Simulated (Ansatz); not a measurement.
**Relaxing a structure of Cu**

The start is a generated trial cell of Cu in the dhcp structure type. Cell shape, volume and atoms are optimised at zero target pressure with r2SCAN (plane waves to 500 eV, PAW, scalar-relativistic; Ansatz, a quantum-chemistry and plane-wave program). First-step values are on the input's coarse k-mesh.

Ansatz input (later rounds restart from its end on a renewed k-mesh):
Ansatz 0.2 input:
```yaml
crystal:
  lattice:
    - [2.565412, 0, 0]
    - [-1.282706, 2.221712, 0]
    - [0, 0, 8.254231]
  atoms:
    - { symbol: Cu, position: [0, 0, 0] }
    - { symbol: Cu, position: [0, 0, 0.5] }
    - { symbol: Cu, position: [0.33333333, 0.66666667, 0.25] }
    - { symbol: Cu, position: [0.66666667, 0.33333333, 0.75] }
basis: { ecutwfc: 500, ecutrho_ratio: 4, xc_grid: 4, fft_grid_basis: typed }
kpoints: { mp_grid: { grid: [14, 14, 4] } }
hamiltonian:
  xc: r2scan
  dispersion: none
  pseudopotentials: { azcp: { folder: ./paw }, kind: paw }
scf: { occupations: { method: fermi_dirac, width: 0.05 } }
relax: { f_tol: 0.01, max_steps: 100, cell: { stress_tol: 0.02 } }
output: { forces: true, stress: true }
```

How much energy is released per atom?

Under 0.01 eV/atom.

What band gap does the relaxed structure have at this level?

No gap (metallic).

Give the final cell and atomic positions.


Space group P6₃/mmc (No. 194); a = 2.5259 Å, b = 2.5259 Å, c = 8.2986 Å, α = 90.00°, β = 90.00°, γ = 120.00°

| atom | site | symmetry | x | y | z |
|---|---|---|---|---|---|
| Cu | 2a | -3m. | 0.0000 | 0.0000 | 0.0000 |
| Cu | 2c | -6m2 | 0.3333 | 0.6667 | 0.2500 |

The space group stays P6₃/mmc (No. 194) (the run could not lower it); the end is AFLOW prototype A_hP4_194_ac (A3', as in La), with 4 atoms in the primitive cell. Final values are on a 21×21×6 k-mesh of the relaxed cell. No spin polarisation in the result.

The run could not lose the symmetry of its start; a randomly shaken copy of 8 atoms returns to this structure.

All atoms sit on sites fixed by symmetry, so only the cell could relax.

The relaxed structure here is a generated cell of Cu: the first start was made by placing the elements on the sites of a structure type, and the end was not matched to a known phase here, so it may be hypothetical. Known forms of Cu include space group No. 225.
